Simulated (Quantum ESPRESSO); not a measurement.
Ti4Rh2HfZn, input and log of a self-consistent run

Computed values, not a measurement. The program is pw.x of Quantum ESPRESSO 7.5 (plane-wave density functional theory). The cell is made up: eight metal atoms on a face-centred cubic lattice, with elements, volume, strain and displacements drawn at random and not relaxed, so it may be unstable or far from any real phase. PseudoDojo standard norm-conserving files set the functional (PBE unless stated); there is no spin polarisation or spin-orbit coupling, the Fermi-Dirac width of 0.25 eV means electrons at about 2900 K, and the masses in the input are unused placeholders. Heavy elements are run without spin-orbit coupling, which real alloys of them have. A spin test at this wide smearing found no moment, but such smearing suppresses magnetism that the real alloy may have.

Input:

```
&control calculation='scf', pseudo_dir='./dojo.nc.sr.pbe.v0_5.standard.upf', outdir='./o', disk_io='minimal', tprnfor=.true., tstress=.true. /
&system ibrav=0, nat=8, ntyp=4, nbnd=74, ecutwfc=87.97787729, nosym=.true., tot_charge=0,
 occupations='smearing', smearing='fd', degauss=0.0183746611
/
&electrons conv_thr=1.470e-08, electron_maxstep=70, mixing_beta=0.5 /
ATOMIC_SPECIES
Hf 1.0 Hf.upf
Rh 1.0 Rh.upf
Ti 1.0 Ti.upf
Zn 1.0 Zn.upf
CELL_PARAMETERS angstrom
1.992 4.0786 1.9901
1.9847 -4.0335 1.9073
2.0983 -0.0602 -5.9562
ATOMIC_POSITIONS angstrom
Ti -0.0266 -0.0366 -0.0662
Rh 1.9533 -2.0013 0.0216
Hf 2.0427 0.0589 -1.9806
Ti 4.1007 -2.1037 -1.9856
Ti 2.0027 0.0415 1.9796
Zn 2.0105 2.1 0.0103
Ti 3.9747 0.0049 -0.0446
Rh 4.0869 1.9815 -1.9975
K_POINTS automatic
6 6 4 1 1 1
```

The log is shortened where brackets say so; the opening notice, blank lines, dates and the lines on written files are dropped, and the path of the files is cut. It prints rydbergs, bohrs and kilobars, and counts compression as positive stress. Its total energy is the free energy E - TS of the whole cell.

```
     Program PWSCF v.7.5
     Parallel version (MPI & OpenMP), running on       4 processor cores
     Number of MPI processes:                 4
     Threads/MPI process:                     1
     [start-up lines left out]
     bravais-lattice index     =            0
     lattice parameter (alat)  =       9.3658  a.u.
     unit-cell volume          =     872.0722 (a.u.)^3
     number of atoms/cell      =            8
     number of atomic types    =            4
     number of electrons       =       114.00
     number of Kohn-Sham states=           74
     kinetic-energy cutoff     =      87.9779  Ry
     charge density cutoff     =     351.9115  Ry
     scf convergence threshold =      1.5E-08
     mixing beta               =       0.5000
     number of iterations used =            8  plain     mixing
     Exchange-correlation= PBE
                           (   1   4   3   4   0   0   0)
     [axes and pseudopotential details left out]
   Cartesian axes
     site n.     atom                  positions (alat units)
         1        Ti     tau(   1) = (  -0.0053671  -0.0073847  -0.0133571  )
         2        Rh     tau(   2) = (   0.3941155  -0.4038004   0.0043582  )
         3        Hf     tau(   3) = (   0.4121536   0.0118842  -0.3996238  )
         4        Ti     tau(   4) = (   0.8273943  -0.4244615  -0.4006326  )
         5        Ti     tau(   5) = (   0.4040829   0.0083734   0.3994220  )
         6        Zn     tau(   6) = (   0.4056566   0.4237150   0.0020782  )
         7        Ti     tau(   7) = (   0.8019714   0.0009887  -0.0089989  )
         8        Rh     tau(   8) = (   0.8246099   0.3998053  -0.4030337  )
     number of k points=    72  Fermi-Dirac smearing, width (Ry)=  0.0184
                       cart. coord. in units 2pi/alat
        k(    1) = (   0.2301818   0.0000268  -0.0229226), wk =   0.0277778
        k(    2) = (   0.3817321   0.0014690  -0.1775731), wk =   0.0277778
     [further k points left out]
     Dense  grid:    97235 G-vectors     FFT dimensions: (  60,  60,  72)
     Estimated max dynamical RAM per process >     427.65 MB
     Estimated total dynamical RAM >       1.60 GB
     Initial potential from superposition of free atoms
     starting charge     113.9904, renormalised to     114.0000
     Starting wfcs are   80 randomized atomic wfcs
     total cpu time spent up to now is       10.8 secs
     per-process dynamical memory:   353.3 Mb
     Self-consistent Calculation
     iteration #  1     ecut=    87.98 Ry     beta= 0.50
     Davidson diagonalization with overlap
     ethr =  1.00E-02,  avg # of iterations =  2.7
     total cpu time spent up to now is       29.9 secs
     total energy              =   -1473.74082427 Ry
     estimated scf accuracy    <       2.35635079 Ry
     iteration #  2     ecut=    87.98 Ry     beta= 0.50
     Davidson diagonalization with overlap
     ethr =  2.07E-03,  avg # of iterations =  4.1
     total cpu time spent up to now is       52.2 secs
     total energy              =   -1474.26881596 Ry
     estimated scf accuracy    <      12.61936836 Ry
     iteration #  3     ecut=    87.98 Ry     beta= 0.50
     Davidson diagonalization with overlap
     ethr =  2.07E-03,  avg # of iterations =  3.4
     total cpu time spent up to now is       73.9 secs
     total energy              =   -1475.05905124 Ry
     estimated scf accuracy    <       1.02478252 Ry
     iteration #  4     ecut=    87.98 Ry     beta= 0.50
     Davidson diagonalization with overlap
     ethr =  8.99E-04,  avg # of iterations =  3.1
     total cpu time spent up to now is       95.2 secs
     total energy              =   -1475.06222606 Ry
     estimated scf accuracy    <       0.59318106 Ry
     iteration #  5     ecut=    87.98 Ry     beta= 0.50
     Davidson diagonalization with overlap
     ethr =  5.20E-04,  avg # of iterations =  2.6
     total cpu time spent up to now is      113.5 secs
     total energy              =   -1475.11818091 Ry
     estimated scf accuracy    <       0.11873456 Ry
     [iterations 6 to 13 left out]
     iteration # 14     ecut=    87.98 Ry     beta= 0.50
     Davidson diagonalization with overlap
     ethr =  1.66E-08,  avg # of iterations =  5.4
     total cpu time spent up to now is      302.0 secs
     total energy              =   -1475.14342854 Ry
     estimated scf accuracy    <       0.00000266 Ry
     iteration # 15     ecut=    87.98 Ry     beta= 0.50
     Davidson diagonalization with overlap
     ethr =  2.34E-09,  avg # of iterations =  3.4
     total cpu time spent up to now is      323.0 secs
     total energy              =   -1475.14342878 Ry
     estimated scf accuracy    <       0.00000022 Ry
     iteration # 16     ecut=    87.98 Ry     beta= 0.50
     Davidson diagonalization with overlap
     ethr =  1.90E-10,  avg # of iterations =  5.6
     total cpu time spent up to now is      349.3 secs
     total energy              =   -1475.14342881 Ry
     estimated scf accuracy    <       0.00000009 Ry
     iteration # 17     ecut=    87.98 Ry     beta= 0.50
     Davidson diagonalization with overlap
     ethr =  7.77E-11,  avg # of iterations =  4.5
     total cpu time spent up to now is      370.5 secs
     total energy              =   -1475.14342880 Ry
     estimated scf accuracy    <       0.00000043 Ry
     iteration # 18     ecut=    87.98 Ry     beta= 0.50
     Davidson diagonalization with overlap
     ethr =  7.77E-11,  avg # of iterations =  2.8
     total cpu time spent up to now is      389.2 secs
     End of self-consistent calculation
     [lines on levels left out]
!    total energy              =   -1475.14342883 Ry
     estimated scf accuracy    <          2.3E-09 Ry
     smearing contrib. (-TS)   =      -0.15287872 Ry
     internal energy E=F+TS    =   -1474.99055011 Ry
     The total energy is F=E-TS. E is the sum of the following terms:
     one-electron contribution =    -614.62137951 Ry
     hartree contribution      =     358.47360949 Ry
     xc contribution           =    -219.14562957 Ry
     ewald contribution        =    -999.69715052 Ry
     convergence has been achieved in  18 iterations
     Forces acting on atoms (cartesian axes, Ry/au):
     atom    1 type  3   force =     0.00196294    0.01069263    0.03556683
     atom    2 type  2   force =     0.00231394    0.00115871   -0.00486396
     atom    3 type  1   force =    -0.01013560   -0.03064667    0.00329901
     atom    4 type  3   force =    -0.00947767    0.02434489   -0.02595793
     atom    5 type  3   force =     0.00564397   -0.00913525   -0.02572671
     atom    6 type  4   force =     0.00028839   -0.01548319   -0.00153074
     atom    7 type  3   force =     0.01353770    0.00405660    0.00353905
     atom    8 type  2   force =    -0.00413369    0.01501227    0.01567444
     Total force =     0.074447     Total SCF correction =     0.000170
     Computing stress (Cartesian axis) and pressure
          total   stress  (Ry/bohr**3)                   (kbar)     P=       26.51
   0.00023396  -0.00000224  -0.00001104           34.42       -0.33       -1.62
  -0.00000224   0.00001243  -0.00009170           -0.33        1.83      -13.49
  -0.00001104  -0.00009170   0.00029424           -1.62      -13.49       43.28
     init_run     :      7.88s CPU      8.21s WALL (       1 calls)
     electrons    :    370.31s CPU    378.43s WALL (       1 calls)
     forces       :      2.76s CPU      2.78s WALL (       1 calls)
     stress       :      9.48s CPU      9.48s WALL (       1 calls)
     [timing details left out]
     PWSCF        :   6m32.99s CPU   6m41.58s WALL
     JOB DONE.
```

In other units: free energy -20070.349 eV for the cell, pressure 2.65 GPa, largest force component 0.914 eV/Å in size. The run took 403 s of wall time with four MPI processes on a shared machine (Intel Xeon, 2023 or later, virtual cores), so the time is rough. A rerun of this cell at a higher cutoff and on a denser mesh moved values by no more than 0.002 eV in energy, 0.04 GPa in stress and 0.003 eV/Å in force, and a second program with other atomic files agreed on that cell to 2 % rms in force and 0.5 GPa in pressure.